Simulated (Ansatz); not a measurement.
HfCo₇ in space group P4/mmm (No. 123; Hf on 1d, Co on 1b, Co on 4j, Co on 2e) under volume change, plane-wave PAW r²SCAN (Ansatz code), shape and atoms relaxed at each volume.

```tsv
V (Å³/atom)	E − E(relaxed) (meV/atom)	P (GPa)
10.179	[?]	[?]
10.515	[?]	[?]
10.850	8.0	7.83
11.186	0.0	-0.01
11.522	7.2	-6.65
11.857	27.1	-12.27
12.193	58.0	-17.02
```

Q: Some entries are withheld; supply them.

A: 
- 10.179, E − E(relaxed) (meV/atom): 80.7
- 10.179, P (GPa): 28.01
- 10.515, E − E(relaxed) (meV/atom): 33.8
- 10.515, P (GPa): 17.09

Q: What does a third-order Birch–Murnaghan fit give for V₀, B₀ and B′?

A: V₀ = 11.19 Å³/atom, B₀ = 240 GPa, B′ = 4.5.

The workflow started from a Materials Project entry (that database holds measured and hypothetical structures alike); the Crystallography Open Database copy checked does not list it. Its standing as an ambient phase is unchecked. The cell was relaxed with r²SCAN under the symmetry of its start; its stability against distortions is not shown here. No spin polarisation was allowed. Its formation energy is positive at this level, so the cell may be metastable or incomplete. Scalar-relativistic: spin–orbit coupling is off unless named, which matters more the heavier the elements.

Potentials: the later of the program's two PAW sets.
